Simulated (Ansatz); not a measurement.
This guess for BeSe5 is about to be relaxed.

```
Be Se
1.0
     6.12517    0.00000    0.00000
    -3.06258    5.30455    0.00000
     0.00000    0.00000    5.54883
Be Se
1 5
Cartesian
  0.0000 0.0000 2.7744
  0.0000 3.5364 2.7744
  -2.1085 3.6521 0.0000
  4.2171 0.0000 0.0000
  0.9540 1.6525 0.0000
  3.0626 1.7682 2.7744
```

These are results of DFT PBE, scalar-relativistic, plane waves, PAW in Ansatz 0.2.0, not measurements. Cutoff 420 eV, Gaussian smearing, Γ-centred meshes. Cell and atoms relax first on a coarse mesh and then on a finer one. In between, the cell is made exact in the group found at 0.06 Å. In metals the finer mesh still leaves noise of several meV/atom or more. The steps can't lower the symmetry of their start. No spin polarisation.

A guess keeps its type if space group and coordination stay and the shape of the cell changes little (axis ratios within about 15 %, angles within 6°); the volume may change.

Question: Does it keep its structure type, or change into something else?

Answer: It doesn't keep its type. The symmetry stays P-62m (No. 189). The volume per atom shrinks by 32.1 %, from 30.0 to 20.4 Å³. The shortest distance goes from 3.30 Å (Se–Se) to 2.40 Å (Be–Se). The ratio c/a of the conventional cell changes by a factor of 0.59. Counting neighbours within 15 % of an atom's shortest distance, the start has Be 12, Se 12 and the end Be 6, Se 2/6. In detail, at the end Be has 6 Se at 2.40 Å, 2 Be at 3.42 Å and 6 Se at 3.71 Å; Se on a site of symmetry -6 has 6 Se at 2.95 Å, 2 Se at 3.42 Å, 3 Be at 3.71 Å and 3 Se at 3.71 Å; around Se on a site of symmetry m2m lie 2 Be at 2.40 Å and 6 Se at 2.93–2.95 Å.

```cif
data_structure
_symmetry_space_group_name_H-M 'P-62m'
_symmetry_Int_Tables_number 189
_cell_length_a 6.4299
_cell_length_b 6.4299
_cell_length_c 3.4182
_cell_angle_alpha 90.000
_cell_angle_beta 90.000
_cell_angle_gamma 120.000
_cell_volume 122.39
loop_
_atom_site_label
_atom_site_type_symbol
_atom_site_symmetry_multiplicity
_atom_site_Wyckoff_symbol
_atom_site_fract_x
_atom_site_fract_y
_atom_site_fract_z
_atom_site_occupancy
Be1 Be 1 b 0.00000 0.00000 0.50000 1
Se1 Se 2 d 0.33333 0.66667 0.50000 1
Se2 Se 3 f 0.00000 0.73736 0.00000 1
```

The last run used a 6×6×12 mesh (in the run's order of axes) for its 6-atom cell and Gaussian smearing of 0.10 eV. The cell is a metal run without spin; a magnetic state may lie lower. Symmetry constrained the relaxation, so the result can be a saddle point. Another cell of BeSe5 relaxed alike, in R-3m, lies 130 meV/atom lower, so this cell isn't the stable form at this level.

In counts of neighbours, a slash parts the counts of unlike sites.
